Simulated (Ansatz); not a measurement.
What DFT gives for Ti2AgSb3

```yaml
crystal:
  lattice:
    - [3.95668, 0.00000, 0.00000]
    - [0.00000, 3.95668, 0.00000]
    - [0.00000, 0.00000, 8.71693]
  atoms:
    - { symbol: Sb, position: [0.00000, 0.50000, 0.38350] }
    - { symbol: Sb, position: [0.50000, 0.00000, 0.61650] }
    - { symbol: Ti, position: [0.00000, 0.50000, 0.73150] }
    - { symbol: Ti, position: [0.50000, 0.00000, 0.26850] }
    - { symbol: Sb, position: [0.50000, 0.50000, 0.00000] }
    - { symbol: Ag, position: [0.00000, 0.00000, 0.00000] }
```

Single point in Ansatz 0.2.0 with r2SCAN, no spin polarisation. Cutoff 500 eV, PAW datasets, 9×9×4 Γ-centred k mesh, fermi-dirac filling (width 0.0993 eV).

(1) Metal or insulator?

(2) What does the stress say?

(3) Where is the largest force?

(4) What is the formation energy?

Origin: a known structure type with other elements, at an estimated volume, so it need not be a known compound.

Results:

(1) It is a metal, with about 4.2 states/eV a cell as the mean within 0.25 eV of the Fermi level, mostly Ti d (72 %) and Sb p (16 %).

(2) The pressure is -6.2 GPa (compression positive), so with the atoms held at these fractions the cell would first shrink. The principal stresses -7.9, -5.3, -5.3 GPa differ, so its shape would change too.

(3) The largest is on Sb1 (and as large on other atoms): 0.34 eV/Å, components (0.00, 0.00, -0.34). It makes 70° with the line to a nearest neighbour, Ti4 at 2.97 Å.

(4) -0.23 eV an atom against the elements' usual phases (free molecules for gases, crystals otherwise, with no correction for O₂ or N₂), so it is bound against them; other compounds may still compete. Relaxing would lower it.
